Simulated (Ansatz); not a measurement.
GaN:
```cif
data_Ga4N4
_chemical_formula_sum 'Ga4 N4'
_space_group_name_H-M_alt 'F-43m'
_space_group_IT_number 216
_space_group_name_Hall 'F -4 2 3'
_cell_length_a 4.45518
_cell_length_b 4.45518
_cell_length_c 4.45518
_cell_angle_alpha 90.000
_cell_angle_beta 90.000
_cell_angle_gamma 90.000
loop_
_atom_site_label
_atom_site_type_symbol
_atom_site_symmetry_multiplicity
_atom_site_Wyckoff_symbol
_atom_site_fract_x
_atom_site_fract_y
_atom_site_fract_z
_atom_site_occupancy
Ga1 Ga 4 a 0.00000 0.00000 0.00000 1
N1 N 4 d 0.75000 0.75000 0.75000 1
```
(The calculation used a cell of 2 atoms; values per cell refer to that cell.)

Relaxed with LDA.

Task: Which orbitals make up the states near the band edges in DFT-LDA in the program Ansatz with PAW potentials?

Result: Top 1 eV of the valence band: N 2p 89 %, Ga 4p 7 %. Bottom 1 eV of the conduction band: N 2s 40 %, Ga 4s 34 %, N 2p 16 %, Ga 4p 8 %. Projections are on Löwdin-orthogonalised atomic valence shells; empty p or d shells of many metals are not among them.

Task: Tabulate the density of states.

Result: States/eV per cell of 2 atoms, in 0.25 eV bins, energy from the valence-band maximum.

```csv
E (eV),total,N 2p,Ga 4p,Ga 4s
-7.85,0.00,0.00,0.00,0.00
-7.60,0.00,0.00,0.00,0.00
-7.35,0.02,0.01,0.00,0.01
-7.10,0.20,0.10,0.04,0.05
-6.85,0.34,0.18,0.07,0.08
-6.60,0.48,0.25,0.09,0.12
-6.35,0.77,0.41,0.11,0.20
-6.10,2.01,1.12,0.16,0.64
-5.85,0.95,0.52,0.09,0.26
-5.60,0.55,0.30,0.06,0.12
-5.35,0.42,0.22,0.04,0.09
-5.10,0.35,0.19,0.04,0.07
-4.85,0.28,0.15,0.03,0.05
-4.60,0.27,0.15,0.03,0.04
-4.35,0.54,0.33,0.12,0.04
-4.10,0.87,0.55,0.21,0.05
-3.85,0.84,0.54,0.19,0.06
-3.60,0.81,0.53,0.17,0.05
-3.35,0.88,0.60,0.18,0.05
-3.10,0.99,0.69,0.20,0.05
-2.85,1.23,0.89,0.25,0.05
-2.60,1.30,0.96,0.25,0.04
-2.35,1.28,0.97,0.23,0.04
-2.10,1.29,1.00,0.21,0.03
-1.85,1.29,1.02,0.20,0.03
-1.60,1.30,1.06,0.18,0.02
-1.35,1.33,1.11,0.16,0.02
-1.10,1.30,1.12,0.14,0.01
-0.85,0.88,0.77,0.07,0.01
-0.60,0.63,0.57,0.04,0.00
-0.35,0.44,0.40,0.02,0.00
-0.10,0.17,0.16,0.00,0.00
0.15,0.00,0.00,0.00,0.00
0.40,0.00,0.00,0.00,0.00
0.65,0.00,0.00,0.00,0.00
0.90,0.00,0.00,0.00,0.00
1.15,0.00,0.00,0.00,0.00
1.40,0.00,0.00,0.00,0.00
1.65,0.00,0.00,0.00,0.00
1.90,0.00,0.00,0.00,0.00
2.15,0.00,0.00,0.00,0.00
2.40,0.01,0.00,0.00,0.00
2.65,0.02,0.00,0.00,0.01
2.90,0.03,0.01,0.00,0.01
3.15,0.04,0.01,0.01,0.01
3.40,0.09,0.01,0.03,0.01
3.65,0.16,0.02,0.07,0.02
3.90,0.23,0.03,0.10,0.02
4.15,0.31,0.05,0.13,0.03
4.40,0.41,0.07,0.17,0.04
4.65,0.60,0.10,0.24,0.06
4.90,0.79,0.13,0.30,0.11
5.15,0.83,0.14,0.32,0.12
5.40,0.86,0.15,0.33,0.13
5.65,0.85,0.16,0.34,0.13
5.90,0.83,0.17,0.34,0.12
6.15,0.85,0.19,0.37,0.11
6.40,0.68,0.15,0.30,0.09
6.65,0.39,0.08,0.16,0.07
```

The cell was relaxed with LDA under the symmetry of its start; phonons on a q-mesh show no instability. Scalar-relativistic: spin–orbit coupling is off unless named, which matters more the heavier the elements.

Potentials: the earlier of the program's two PAW sets.
